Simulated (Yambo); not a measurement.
MgTe (zinc blende, space group F-43m, No. 216), G0W0@PBEsol (Yambo, plasmon pole, terminator in G, 4×4×4 mesh): gap Γ → Γ in eV by bands and screening block.

```
bands (W and G)  2 Ry  3 Ry  5 Ry  6 Ry  8 Ry
---------------  ----  ----  ----  ----  ----
27                  ?     ?  3.89  3.92     ?
46               3.68  3.85  3.89  3.94  3.95
67               3.66  3.84  3.89  3.94  3.95
94               3.65  3.84  3.89  3.95  3.96
124              3.65  3.84  3.90  3.96  3.98
```

Problem. Estimate the withheld gaps from their neighbours; the computed values follow.

Solution. 
- 27, 2 Ry: 3.76
- 27, 3 Ry: 3.87
- 27, 8 Ry: 3.93

The largest settings aren't shown to be the converged limit.

The standard potential for Te keeps a d shell in the valence without the s and p states of that shell. In tests on such compounds this moved G0W0 gaps by up to about 0.9 eV, so absolute quasiparticle energies here are unreliable; differences between settings are what counts.

Spin-orbit coupling is not included.

Geometry relaxed with PBEsol; primitive cell a = b = c = 4.553 Å, α = β = γ = 60.00°.

This is not the ordinary phase of the substance; no match was found in the copy of COD used, and its stability was not checked.
